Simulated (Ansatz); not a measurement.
Below is a relaxed structure of Ta3Cu. The cell was found from a structure generator's guess, not taken from experiment.

Computed with Ansatz 0.2.0, DFT PBE, scalar-relativistic, plane waves, PAW. Cutoff 420 eV, Γ-centred mesh, Gaussian smearing, no spin polarisation.

```yaml
crystal:
  lattice:
    - [5.42382, 0.00000, 0.00000]
    - [-2.71191, 4.69717, 0.00000]
    - [0.00000, 0.00000, 2.74984]
  atoms:
    - { symbol: Ta, position: [0.50000, 0.00000, 0.00000] }
    - { symbol: Ta, position: [0.00000, 0.50000, 0.00000] }
    - { symbol: Ta, position: [0.50000, 0.50000, 0.00000] }
    - { symbol: Cu, position: [0.00000, 0.00000, 0.50000] }
```

Formation energies are uncorrected and refer to the elements' standard structures at the same level.

Q: Find its symmetry and describe it.

A: P6/mmm (No. 191). Conventional cell: a = 5.424 Å, c = 2.750 Å. Ta is surrounded by 6 Ta at 2.71–2.75 Å and 4 Cu at 3.04 Å; around Cu lie 2 Cu at 2.75 Å and 12 Ta at 3.04 Å.

Q: How far does it lie from the elements in energy?

A: +0.47 eV/atom. It can't be a ground state, since the elements alone are lower.

Q: Is it a metal?

A: Yes, bands cross the Fermi level on the 12×12×16 mesh.

The last run used a 12×12×16 mesh (in the run's order of axes) for its 4-atom cell and Gaussian smearing of 0.10 eV. These runs have no spin–orbit coupling, which can matter for Ta. A structure relaxed within its symmetry needn't be a true minimum. Another cell of Ta3Cu relaxed alike, in I4/mmm (a Materials Project cell), lies 0.31 eV/atom lower, so this cell isn't the stable form at this level.
